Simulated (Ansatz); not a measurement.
## Kick test of a cell of Al4NiPd3

It was reached by relaxing an invented guess, and it needn't be the stable form of this composition.

Theory: DFT PBE, scalar-relativistic, plane waves, PAW in Ansatz 0.2.0. Settings: cutoff 420 eV, Γ-centred mesh 10×10×6 on the computed 8-atom cell, Gaussian smearing of 0.10 eV; no spin polarisation.

The cell below (8 atoms, space group P4/mmm (No. 123)) is relaxed within its symmetry.

```yaml
crystal:
  lattice:
    - [4.27674, 0.00000, 0.00000]
    - [0.00000, 4.27674, 0.00000]
    - [0.00000, 0.00000, 6.11941]
  atoms:
    - { symbol: Al, position: [0.50000, 0.00000, 0.75910] }
    - { symbol: Al, position: [0.00000, 0.50000, 0.75910] }
    - { symbol: Al, position: [0.50000, 0.00000, 0.24090] }
    - { symbol: Al, position: [0.00000, 0.50000, 0.24090] }
    - { symbol: Ni, position: [0.50000, 0.50000, 0.00000] }
    - { symbol: Pd, position: [0.00000, 0.00000, 0.00000] }
    - { symbol: Pd, position: [0.00000, 0.00000, 0.50000] }
    - { symbol: Pd, position: [0.50000, 0.50000, 0.50000] }
```

For the test it was strained at random (σ = 1.5 % a component), the atoms were moved at random (σ = 0.05 Å), and all was relaxed again on a coarse 6×6×4 mesh (in the run’s order of axes) with 0.20 eV smearing, with no symmetry imposed.

Trial moments died out on the coarse mesh, so the last step has no spin; another magnetic start might hold.

**Question.** Is the structure stable against such a distortion?

**Answer.** It returns, within 1 meV/atom of the unmoved cell on that mesh and with the same symmetry when read at 0.1 Å. No instability shows in this cell; modes of other wave vectors, which need another repeat, aren't tested.
